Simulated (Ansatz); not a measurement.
# A failed SCF run of NiO

The cell (2 atoms) is NiO as an experimental structure (space group Fm-3m). The computed pressure is over 10 GPa in size, so the cell is far from the computed equilibrium volume. Source: COD entry 4320490, which need not be the ambient phase.

Method: DFT, LDA, PAW, plane waves, scalar-relativistic (Ansatz development build ahead of 0.2.0).

```yaml
crystal:
  lattice:
    - [0.0, 2.0936, 2.0936]
    - [2.0936, 0.0, 2.0936]
    - [2.0936, 2.0936, 0.0]
  atoms:
    - { symbol: Ni, position: [0.0, 0.0, 0.0], spin: 2.0 }
    - { symbol: O, position: [0.5, 0.5, 0.5] }
magnetization:
  spin_polarized: true
hamiltonian:
  xc: lda
  pseudopotentials: { kind: paw }
basis:
  ecutwfc: 420
kpoints:
  mp_grid: { grid: [9, 9, 9] }
scf:
  occupations: { method: gaussian, width: 0.05 }
  lower_state_search: "off"
  algorithm: density_mixing
  max_iter: 80
  mixing: { algorithm: anderson, ndim: 1, beta: 0.2, preconditioner: kerker }
output:
  forces: true
  stress: true
```

The starting density is a sum of atomic densities.

A semilocal functional without U tends to delocalise d and f electrons, and can give a metal where the real compound is an insulator. With one magnetic atom in the cell its copies can only be parallel; orders in a larger cell may lie lower. Only one magnetic start was run, with no search, so the state need not be the lowest.

The run was started with:
```sh
ansatz run input.yaml --threads 2 --pin off --max-ram 5120MiB --backend cpu --events-out ev --progress --plain --runs-dir out
```

Time: 6.7 s on 2 threads of Intel(R) Xeon(R) Platinum 8259CL CPU @ 2.50GHz (Skylake/Cascade Lake), with other jobs on the host, peak memory 0.28 GiB.

```
iteration  Harris–Foulkes energy + 6331 (eV)  largest residual (eV)  M (μB)  absolute moment (μB)
        1                             0.6101               2.77e+01    0.46                  0.46
        2                             3.8674               2.21e+00    1.00                  1.01
        3                             3.9959               6.78e-01    1.06                  1.07
        4                             4.1053               3.24e-01    1.05                  1.06
        5                             4.1682               2.03e-01    1.03                  1.05
        6                             4.1431               1.31e-01    1.02                  1.03
        8                             4.0822               5.84e-02    0.99                  1.00
       15                             4.0116               4.46e-03    0.93                  0.93
       23                             4.0016               3.65e-04    0.92                  0.92
       30                             4.0010               4.74e-05    0.91                  0.91
       37                             4.0009               6.82e-06    0.91                  0.91
       44                             4.0008               1.16e-06    0.90                  0.90
       51                             4.0008               3.04e-07    0.90                  0.90
       58                             4.0008               1.48e-07    0.90                  0.90
       66                             4.0008               6.79e-08    0.90                  0.90
       73                             4.0008               3.53e-08    0.90                  0.90
       76                             4.0008               2.68e-08    0.90                  0.90
       77                             4.0008               2.45e-08    0.90                  0.90
       78                             4.0008               2.24e-08    0.90                  0.90
       79                             4.0008               2.05e-08    0.90                  0.90
       80                             4.0008               1.87e-08    0.90                  0.90
```

The run ends with: did not converge after 80 iterations: onsite_residual = 2.67e-7 (threshold 1.00e-7), under the density mixer `anderson` [...]

Problem. What is going wrong, and which changes make it converge?

Solution. The density has nearly settled (residual 1.9e-08 eV after 80 iterations), but the on-site occupations lag behind it. The test that isn't met at the end is that of the on-site occupations (PAW one-centre and Hubbard) (residual 2.67e-7 eV). The setting at fault is “linear mixing, β 0.2, Kerker”: with the default settings (MSR1 mixing, preconditioner none) the same cell converges in 16 iterations, spin-polarised, site moments Ni1 0.73 μB, total 0.89 μB per cell, no gap on the k-mesh. With simple mixing and a small β each step removes only a small part of the error. Changes that cure it: mixing history raised to 8 (22 iterations). No help: preconditioner removed (still too slow, last residual 4e-08 eV); β raised to 0.5 (still too slow, last residual 2e-04 eV); β lowered to 0.05 (still too slow, last residual 1e-03 eV).
